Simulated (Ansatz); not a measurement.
## Sc6Te2Rh single point

Input file of Ansatz 0.2.0:

```yaml
crystal:
  lattice:
    - [3.783572, 6.706457, 0.037641]
    - [-3.813433, 6.723698, -0.080496]
    - [0.058746, -0.012304, 3.880905]
  atoms:
    - { symbol: Sc, position: [0.239242, 0.758127, 0.97732] }
    - { symbol: Sc, position: [0.773209, 0.98209, 0.045561] }
    - { symbol: Sc, position: [0.006158, 0.268087, 0.949202] }
    - { symbol: Sc, position: [0.566503, 0.39447, 0.455732] }
    - { symbol: Sc, position: [0.389112, 0.06685, 0.463862] }
    - { symbol: Sc, position: [0.020685, 0.575935, 0.476517] }
    - { symbol: Rh, position: [0.013259, 0.007878, 0.601952] }
    - { symbol: Te, position: [0.313538, 0.359313, 0.963808] }
    - { symbol: Te, position: [0.664572, 0.659252, 0.95394] }
kpoints:
  mp_grid: { grid: [3, 3, 5], shift: [0.0, 0.0, 0.0] }
magnetization:
  spin_polarized: false
scf:
  occupations: { method: fermi_dirac }
  lower_state_search: "off"
  max_iter: 200
hamiltonian:
  pseudopotentials: { kind: paw }
  xc: lda
basis:
  ecutwfc: 420
  fft_grid_basis: typed
output:
  forces: true
  stress: true
  eigenvalues: true
  bader: true
  populations: true
  elf: true
  write_potential: true
  volumetric_format: npy
  dos:
    e_range: [-12, 8]
    de: 0.05
    projected: { site_lists: { Rh: [Rh], Sc: [Sc], Te: [Te] } }
checkpoint:
  read: saved_state
```

The saved state is an earlier solution for the same cell, perhaps on another mesh. 

Output (shortened):

```
SCF iter   1: F=—  Δρ=8.67e-4  dr2=1.25e-3
SCF iter   2: F=—  Δρ=4.54e-4  dr2=3.59e-4
SCF iter   3: F=—  Δρ=6.60e-5  dr2=1.38e-5
SCF iter   4: F=—  Δρ=1.89e-5  dr2=1.43e-6
SCF iter   5: F=—  Δρ=6.67e-6  dr2=1.88e-7
SCF iter   6: F=-32472.9605 eV  Δρ=3.05e-6  dr2=3.32e-8
Free energy (F): -32472.9605 eV
Harris-Foulkes:  -32472.9605 eV  (|F-HF|=2.48e-8)
Internal energy: -32472.5984 eV  (E = F + TS)
E sigma→0 (E₀):  -32472.7794 eV
Entropy (-TS):   -0.3621 eV (-40.233 meV/atom)
Fermi energy:    12.0150 eV
--- Per-component energies (eV) ---
  E_band       = -1540.6159
  E_kinetic    = 2518.3746
  E_local      = -9521.9780  (includes V_loc(G=0)·N_el)
  E_nonlocal   = 278.1329
  E_hartree    = 4101.7120
  E_xc         = -1093.4134
  E_vxc        = -1267.7163  (∫ρ·V_xc dr)
  E_paw        = -17949.4726  (= ΣΔE_a)
  E_vpaw       = -1750.8468  (= ΣTr[D̂ρ^β])
  E_aug_tail   = 0.0005  (compensation charges beyond the density's cutoff)
  E_ewald      = -10809.7638
  E_core_change = 3.8093  (= ΣΔE_core)
  E_smearing   = -0.3621  (= −TS)
--- Forces (eV/Å), atoms counted from 1 ---
  atom   1  Sc    -0.2558     0.7074     0.7822
  atom   2  Sc    -0.1000     0.5076    -0.3948
  atom   3  Sc     0.2486    -1.1824     0.8686
  atom   4  Sc     0.7363     1.0438     0.4772
  atom   5  Sc     0.8900    -1.5256     0.0631
  atom   6  Sc    -1.4840     0.2436     0.1337
  atom   7  Rh    -0.3898    -0.6149    -2.3538
  atom   8  Te     0.9723     0.5532     0.2308
  atom   9  Te    -0.6176     0.2672     0.1931
--- Stress (GPa, compression-positive) ---
        0.5447      -0.8281      -0.9076
       -0.8281      -1.9115       0.5379
       -0.9076       0.5379      -2.8580
  P = ⅓ Tr σ = -1.4083 GPa (-14.083 kbar)
```

Origin: a strained cell with displaced atoms, so it need not be a known compound. Caveats: many states at the Fermi level without spin polarisation, so a magnetic state may lie lower; the k mesh is coarse if the cell is a metal; atoms or cell far from equilibrium.
